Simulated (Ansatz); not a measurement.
Molecular dynamics on a 2×2×2 supercell (32 atoms) of SrHfN2 (ordering on rocksalt), relaxed with r2SCAN. Forces come from r2SCAN in the plane-wave code Ansatz: constant energy and volume (NVE), velocities drawn at 600 K, steps of 1 fs. Spin polarisation is off, nuclei are classical, and the run is far too short for thermal averages. The structure comes from a prototype and may be hypothetical.

```yaml
crystal:
  lattice:
    - [6.8954102405, 0.0, 0.0]
    - [0.0, 6.8954102405, 0.0]
    - [0.0, 0.0, 9.6014204993]
  atoms:
    - { symbol: Sr, position: [0.0, 0.0, 0.0] }
    - { symbol: "N", position: [0.0, 0.0, 0.25] }
    - { symbol: Hf, position: [0.25, 0.25, 0.25] }
    - { symbol: "N", position: [0.25, 0.25, 0.0] }
    - { symbol: Sr, position: [0.0, 0.0, 0.5] }
    - { symbol: "N", position: [0.0, 0.0, 0.75] }
    - { symbol: Hf, position: [0.25, 0.25, 0.75] }
    - { symbol: "N", position: [0.25, 0.25, 0.5] }
    - { symbol: Sr, position: [0.0, 0.5, 0.0] }
    - { symbol: "N", position: [0.0, 0.5, 0.25] }
    - { symbol: Hf, position: [0.25, 0.75, 0.25] }
    - { symbol: "N", position: [0.25, 0.75, 0.0] }
    - { symbol: Sr, position: [0.0, 0.5, 0.5] }
    - { symbol: "N", position: [0.0, 0.5, 0.75] }
    - { symbol: Hf, position: [0.25, 0.75, 0.75] }
    - { symbol: "N", position: [0.25, 0.75, 0.5] }
    - { symbol: Sr, position: [0.5, 0.0, 0.0] }
    - { symbol: "N", position: [0.5, 0.0, 0.25] }
    - { symbol: Hf, position: [0.75, 0.25, 0.25] }
    - { symbol: "N", position: [0.75, 0.25, 0.0] }
    - { symbol: Sr, position: [0.5, 0.0, 0.5] }
    - { symbol: "N", position: [0.5, 0.0, 0.75] }
    - { symbol: Hf, position: [0.75, 0.25, 0.75] }
    - { symbol: "N", position: [0.75, 0.25, 0.5] }
    - { symbol: Sr, position: [0.5, 0.5, 0.0] }
    - { symbol: "N", position: [0.5, 0.5, 0.25] }
    - { symbol: Hf, position: [0.75, 0.75, 0.25] }
    - { symbol: "N", position: [0.75, 0.75, 0.0] }
    - { symbol: Sr, position: [0.5, 0.5, 0.5] }
    - { symbol: "N", position: [0.5, 0.5, 0.75] }
    - { symbol: Hf, position: [0.75, 0.75, 0.75] }
    - { symbol: "N", position: [0.75, 0.75, 0.5] }
kpoints:
  mp_grid: { grid: [2, 2, 2] }
hamiltonian:
  xc: r2scan
scf:
  occupations: { method: fermi_dirac, width: 0.052 }
md:
  ensemble: nve
  temperature: 600
  timestep: 1.0
  n_steps: 40
  initial_velocities: maxwell_boltzmann
  seed: 8735
```

Run as `ansatz run input.yaml --threads 4 --pin off --max-ram 3686MiB --backend cpu --events-out ev --progress --plain --runs-dir out`. It ended after 7.6 min on 4 threads of Arm Neoverse V1, with other jobs on the host; peak host memory 3.1 GiB.

| step | t (fs) | T (K) | free energy F from step 0 (meV/atom) | kinetic energy (meV/atom) | largest force (eV/Å) |
| --- | --- | --- | --- | --- | --- |
| 0 | 0 | 600 | 0.0 | 75.1 | 0.00 |
| 1 | 1 | 598 | 0.2 | 74.9 | 0.17 |
| 2 | 2 | 594 | 0.8 | 74.3 | 0.34 |
| 3 | 3 | 586 | 1.8 | 73.4 | 0.51 |
| 4 | 4 | 575 | 3.1 | 72.0 | 0.67 |
| 5 | 5 | 563 | 4.7 | 70.4 | 0.83 |
| 6 | 6 | 548 | 6.5 | 68.6 | 0.98 |
| 7 | 7 | 533 | 8.5 | 66.7 | 1.12 |
| 8 | 8 | 516 | 10.5 | 64.7 | 1.25 |
| 9 | 9 | 500 | 12.5 | 62.7 | 1.37 |
| 10 | 10 | 485 | 14.4 | 60.8 | 1.48 |
| 11 | 11 | 471 | 16.1 | 59.0 | 1.58 |
| 12 | 12 | 460 | 17.6 | 57.6 | 1.66 |
| 13 | 13 | 451 | 18.8 | 56.4 | 1.73 |

The temperature goes from 600 K to 451 K in 13 fs. The conserved energy stays within 0.05 meV an atom. By the last step the atoms have moved 0.09 Å in the root mean square, the drift of the whole cell taken out, 0.21 Å at most. The job's limit cut the run after 13 of 40 steps.

Positions (Å) and forces (eV/Å) at step 13:
```
Sr   0.027  -0.003   0.042    -0.455   0.505  -0.983
N   -0.008  -0.007   2.415    -0.046   0.151  -0.453
Hf   1.739   1.753   2.383    -0.989  -0.796  -0.268
N    1.705   1.836  -0.047    -0.039  -0.976   0.529
Sr   0.002  -0.016   4.778     0.027   0.201   0.486
N    0.083   0.037   7.141    -0.148  -0.646   1.147
Hf   1.745   1.727   7.219    -0.727  -0.358  -0.154
N    1.735   1.644   4.876     0.006   1.036  -0.653
Sr  -0.034   3.530   0.006     0.117  -0.657  -0.186
N   -0.033   3.437   2.410     0.405  -0.048  -0.378
Hf   1.732   5.144   2.423     0.374   0.982   1.002
N    1.758   5.272  -0.120    -0.440  -1.268  -1.080
Sr   0.034   3.441   4.788    -0.615  -0.328   0.671
N    0.023   3.301   7.204    -0.351   0.536  -0.044
Hf   1.715   5.206   7.237     0.275   0.949   0.761
N    1.664   5.157   4.741     0.927  -0.010  -1.169
Sr   3.474   0.035   0.020    -0.639   0.005  -0.738
N    3.361  -0.023   2.373     0.104   0.407   0.354
Hf   5.154   1.705   2.406     1.013   0.451  -0.247
N    5.146   1.682   0.066     0.553   0.627   0.449
Sr   3.453   0.009   4.763     0.002  -0.583   0.682
N    3.422  -0.055   7.176     0.211  -0.145   0.179
Hf   5.146   1.699   7.177     0.647   0.406  -0.232
N    5.208   1.711   4.784    -0.710   0.143  -0.516
Sr   3.442   3.442   0.004    -0.010   0.253  -0.516
N    3.511   3.641   2.363    -0.487  -0.620   0.430
Hf   5.178   5.190   2.402    -0.576  -0.477   0.908
N    5.060   5.175  -0.073     1.489   0.231  -0.845
Sr   3.384   3.419   4.760     0.909   0.392   0.682
N    3.532   3.302   7.160     0.243   0.266   0.277
Hf   5.177   5.132   7.208    -0.589  -0.031   0.278
N    5.199   5.194   4.759    -0.482  -0.598  -0.376
```
